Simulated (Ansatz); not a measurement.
MoS₂ (2H-MoS2 type, space group P6_3/mmc)

```xyz
6
Lattice="3.1730 0.0000 0.0000 -1.5865 2.7479 0.0000 0.0000 0.0000 12.4366" Properties=species:S:1:pos:R:3 pbc="T T T"
Mo     0.0000     1.8319     3.1091
Mo     1.5865     0.9160     9.3274
S      0.0000     1.8319     7.7717
S      1.5865     0.9160     1.5534
S      1.5865     0.9160     4.6649
S      0.0000     1.8319    10.8832
```

The slice is a (0001) plane (indices of the conventional cell) through the point (0.667, 0.333, 0.750) (fractional), spanned by u = [110] and v = [1 -1 0] in vectors of this cell: u (3.17 Å) and v (5.50 Å, at 90° to u). It covers one period; positions are fractions (u, v).

Method: r2SCAN+rVV10 (plane waves to 500 eV, PAW, scalar-relativistic; Ansatz, a quantum-chemistry and plane-wave program). k mesh 12×12×3. Inside the PAW spheres the values are not all-electron values, and peaks at nuclei hang on which shells count as valence. MoS2 is run without spin polarisation. MoS2 was relaxed with its symmetry unable to fall.

Q: Sketch the electrostatic potential energy of an electron, from the cell's mean on this plane as a map.

A: 
```
|xxxxxxxxxxxx  --**##**--  xxxxxxxxxx|
|xxxxxxxxxxxx  ==##%%##==  xxxxxxxxxx|
|xxxxxxxxxx  ..**%%@@%%**..  xxxxxxxx|
|xxxxxxxxxx  ==##@@@@@@##==  xxxxxxxx|
|xxxxxx    --**%%@@@@@@%%**--    xxxx|
|        --**##@@@@@@@@@@##**--      |
|::::--==**##%%%%%%%%%%%%%%##**==--::|
|++****##########******##########****|
|##########**++==--::--==++**########|
|%%%%####++--              --++####%%|
|%%%%##++::    xxxxxxxxxx    ::++##%%|
|%%##**--  xxxxxxxxxxxxxxxxxx  --**##|
|####++..  xxxxxxxxxxxxxxxxxx  ..++##|
|##**==  xxxxxxxxxxxxxxxxxxxxxx  ==**|
|##**--  xxxxxxxxxxxxxxxxxxxxxx  --**|
|##**--  xxxxxxxxxxxxxxxxxxxxxx  --**|
|##**--  xxxxxxxxxxxxxxxxxxxxxx  --**|
|%%##==  xxxxxxxxxxxxxxxxxxxxxx  ==##|
|@@%%**..  xxxxxxxxxxxxxxxxxx  ..**%%|
|@@@@##==  xxxxxxxxxxxxxxxxxx  ==##@@|
|@@@@%%**--    xxxxxxxxxx    --**%%@@|
|@@@@@@##**--              --**##@@@@|
|%%%%%%%%##**==--::::::--==**##%%%%%%|
|****##########****++****##########**|
|::--==++**##################**++==--|
|        --++####%%%%%%####++--      |
|xxxxxx    ::++##%%%%%%##++::    xxxx|
|xxxxxxxxxx  --**##%%##**--  xxxxxxxx|
|xxxxxxxxxx  ..++######++..  xxxxxxxx|
|xxxxxxxxxxxx  ==**##**==  xxxxxxxxxx|
|xxxxxxxxxxxx  --**##**--  xxxxxxxxxx|
|xxxxxxxxxxxx  --**##**--  xxxxxxxxxx|
```
Scale: ten equal steps from -1.00 (start of ' ') to 7.77 (end of '@'), in the order ' .:-=+*#%@'. Values: electrostatic potential energy of an electron, from the cell's mean, in eV. The map has 18 points along u (two characters each, u = 0 at the left) and 32 along v (v = 0 in the bottom row). Points within 1 Å of a nucleus are blanked (x), as the pseudised field means little there. Values under -1 eV are set to -1. The zero, the cell's mean, hangs on the PAW cores.
